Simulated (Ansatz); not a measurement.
MgB2:
```xyz
3
Lattice="-1.3354 1.3354 4.1806 1.3354 -1.3354 4.1806 1.3354 1.3354 -4.1806" Properties=species:S:1:pos:R:3 pbc="T T T"
Mg     0.0000     0.0000     0.0000
B      0.0000     0.0000     2.3802
B      0.0000     0.0000     5.9811
```

Relaxed with r²SCAN. Special points in fractions of this cell's reciprocal vectors: Γ (0.000, 0.000, 0.000); X (0.000, 0.000, 0.500); P (0.250, 0.250, 0.250); N (0.000, 0.500, 0.000); M (0.500, 0.500, -0.500); S (0.276, 0.724, -0.276); S0 (-0.276, 0.276, 0.276); R (-0.051, 0.051, 0.500); G (0.500, 0.500, -0.051).

List the band energies nearest the Fermi level at these points for r²SCAN in the plane-wave PAW code Ansatz.

In eV from the Fermi level; about four levels below and three above (degenerate sets whole), none deeper than 8.9 eV; … stands for higher levels left out; points with the same levels are listed once.

```tsv
k	below	above
Γ	-5.81 -3.32	0.67 0.67 8.26
X	-6.07 -3.99 -3.31 -0.27	2.11 2.12 …
P	-6.19 -6.19 -3.88 -3.47 -0.02	1.84 …
N	-3.75 -2.05	4.32 5.32 5.49
M	–	0.60 0.60 3.92
S	-8.79 -5.01 -0.36	3.78 4.45 6.45
R	-6.19 -3.93 -2.33 -1.18	2.17 3.13 …
```

Space group I4/mmm (MoSi2 or CaC2 type). A made-up cell: these elements were put on the sites of a structure type; neither database checked (COD, Materials Project) lists it. It is not the phase usual at ambient conditions (space group No. 191). The cell was relaxed with r²SCAN under the symmetry of its start; whether a distortion lowers the energy is not shown.

Potentials: the later of the program's two PAW sets.
